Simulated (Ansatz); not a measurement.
The cell below belongs to a search over invented structures; it isn't taken from experiment.

Input and command of a plane-wave DFT calculation in Ansatz:

```yaml
crystal:
  lattice:
    - [5.81330011, 0.0, 0.0]
    - [-2.90665006, 5.03446558, 0.0]
    - [0.0, 0.0, 6.45571734]
  atoms:
    - { symbol: Bi, position: [0.33333333, 0.66666667, 0.5] }
    - { symbol: Bi, position: [0.66666667, 0.33333333, 0.5] }
    - { symbol: Mo, position: [0.77975998, 0.22024002, 0.0] }
    - { symbol: Mo, position: [0.77975998, 0.55951997, 0.0] }
    - { symbol: Mo, position: [0.44048003, 0.22024002, 0.0] }
    - { symbol: Mo, position: [0.22024002, 0.77975998, 0.0] }
    - { symbol: Mo, position: [0.22024002, 0.44048003, 0.0] }
    - { symbol: Mo, position: [0.55951997, 0.77975998, 0.0] }
basis:
  ecutwfc: 420
kpoints:
  mp_grid: { grid: [3, 3, 3] }
hamiltonian:
  xc: pbe
scf:
  occupations: { method: gaussian, width: 0.2 }
  lower_state_search: "off"
output:
  forces: true
  stress: true
  eigenvalues: true
relax:
  adjacent_minimum: "off"
  f_tol: 0.08
  max_steps: 16
  cell: { stress_tol: 0.8 }
```

```bash
ansatz run input.yaml --threads 1 --pin off --max-ram 2560MiB --backend cpu --events-out ev --progress --plain --runs-dir out
```

Processor: Intel(R) Xeon(R) Processor @ 2.70GHz, 1 thread, on a host shared with other jobs.

**Question.** How long does it run, and how much memory does it take?

**Answer.** About 110 s, peak memory 0.5 GiB. It solves 69 bands at 6 k points (after reduction by symmetry) with about 3783 plane waves (on the last cell), in 80 SCF iterations over 13 ionic steps.
